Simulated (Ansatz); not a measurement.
Relaxed-ion elastic tensor of Si2Ni (fluorite or antifluorite type, space group No. 225) in GPa (Voigt order), DFT-LDA in the program Ansatz with PAW potentials; density 4.99 g/cm³, 12.75 Å³ per atom.

```csv
,1,2,3,4,5,6
1,208,147,147,0.0,0.0,0.0
2,147,208,147,0.0,0.0,0.0
3,147,147,208,0.0,0.0,0.0
4,0.0,0.0,0.0,84.0,0.0,0.0
5,0.0,0.0,0.0,0.0,84.0,0.0
6,0.0,0.0,0.0,0.0,0.0,84.0
```

Is the crystal mechanically stable?

Yes: the smallest eigenvalue of C is 60.8 GPa.

Work out the Voigt, Reuss and Hill averages.

K_V = 167, K_R = 167, K_H = 167; G_V = 62.5, G_R = 49.2, G_H = 55.9 GPa.

Give Young's modulus, Poisson's ratio, Pugh's ratio and the universal anisotropy index.

E = 9KG/(3K + G) = 151 GPa; ν = 0.35; K/G = 3.00 (ductile by the Pugh limit of 1.75); A_U = 5G_V/G_R + K_V/K_R − 6 = 1.35.

Estimate the sound speeds and the Debye temperature.

v_l = √((K + 4G/3)/ρ) = 6970 m/s, v_t = √(G/ρ) = 3350 m/s, mean 3760 m/s; Θ = (h/k)(3n/4πV)^(1/3) v_m = 480 K.

Give the Zener ratio and Young's modulus along [100], [110] and [111].

A = 2C44/(C11 − C12) = 2.77; 1/E = S11 − 2(S11 − S12 − S44/2)Γ with Γ = 0, 1/4, 1/3 gives 85.9, 157, 216 GPa.

Solve the Christoffel equation for the three sound speeds along [100], [110], [111].

Eigenvalues of C_ijkl n_j n_l equal ρv². In km/s, slowest first: [100] 4.10, 4.10, 6.46; [110] 2.47, 4.10, 7.24; [111] 3.11, 3.11, 7.49.

Space group Fm-3m (fluorite or antifluorite type). Symmetry was held in the LDA relaxation. The run is not spin-polarised. As this level gives no gap, shear constants depend on the k-mesh and smearing (Fermi–Dirac, 0.1 eV here).

Potentials: the earlier of the program's two PAW sets. The files were generated under PBE; for other functionals the program regenerates the frozen cores, and for LDA and PBEsol the local potential too.
